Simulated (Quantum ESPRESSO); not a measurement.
pw.x input (Quantum ESPRESSO 7.5; LDA, PseudoDojo standard norm-conserving files, scalar-relativistic):

```
&CONTROL
  calculation = 'scf'
  pseudo_dir = './pseudo'
  outdir = './out'
  tprnfor = .true.
  tstress = .true.
/
&SYSTEM
  ibrav = 0
  nat = 3
  ntyp = 2
  ecutwfc = 102.0
  ecutrho = 408.0
  occupations = 'smearing'
  smearing = 'fd'
  degauss = 0.002
  nbnd = 21
/
&ELECTRONS
  conv_thr = 3e-10
/
ATOMIC_SPECIES
F 18.9984 F.upf
Cd 112.4140 Cd.upf
CELL_PARAMETERS angstrom
  0.000000000000   2.700520000000   2.700520000000
  2.700520000000   0.000000000000   2.700520000000
  2.700520000000   2.700520000000   0.000000000000
ATOMIC_POSITIONS crystal
F   0.250000000000   0.250000000000   0.250000000000
F   0.750000000000   0.750000000000   0.750000000000
Cd   0.000000000000   0.000000000000   0.000000000000
K_POINTS automatic
8 8 8 0 0 0
```

End of the output:

```
     total energy              =    -449.01447591 Ry
     estimated scf accuracy    <       0.00000006 Ry
     total energy              =    -449.01447594 Ry
     estimated scf accuracy    <       0.00000001 Ry
     total energy              =    -449.01447594 Ry
     estimated scf accuracy    <          7.0E-10 Ry
[...]
     the Fermi energy is     8.0853 ev
!    total energy              =    -449.01447594 Ry
     estimated scf accuracy    <          2.3E-11 Ry
     smearing contrib. (-TS)   =      -0.00000000 Ry
     internal energy E=F+TS    =    -449.01447594 Ry
     The total energy is F=E-TS. E is the sum of the following terms:
     one-electron contribution =    -232.64200807 Ry
     hartree contribution      =     131.54459082 Ry
     xc contribution           =     -69.74696461 Ry
     ewald contribution        =    -278.17009408 Ry
     convergence has been achieved in  10 iterations
     Forces acting on atoms (cartesian axes, Ry/au):
     atom    1 type  1   force =     0.00000000   -0.00000000    0.00000000
     atom    2 type  1   force =    -0.00000000    0.00000000   -0.00000000
     atom    3 type  2   force =     0.00000000   -0.00000000   -0.00000000
     Total force =     0.000000     Total SCF correction =     0.000000
     Computing stress (Cartesian axis) and pressure
          total   stress  (Ry/bohr**3)                   (kbar)     P=      -65.10
  -0.00044252  -0.00000000   0.00000000          -65.10       -0.00        0.00
  -0.00000000  -0.00044252   0.00000000           -0.00      -65.10        0.00
   0.00000000   0.00000000  -0.00044252            0.00        0.00      -65.10
```
In a gapped system the printed Fermi energy is only some level inside the gap.

Spin-orbit coupling is not included.

Geometry of the Materials Project entry, not relaxed at this level.
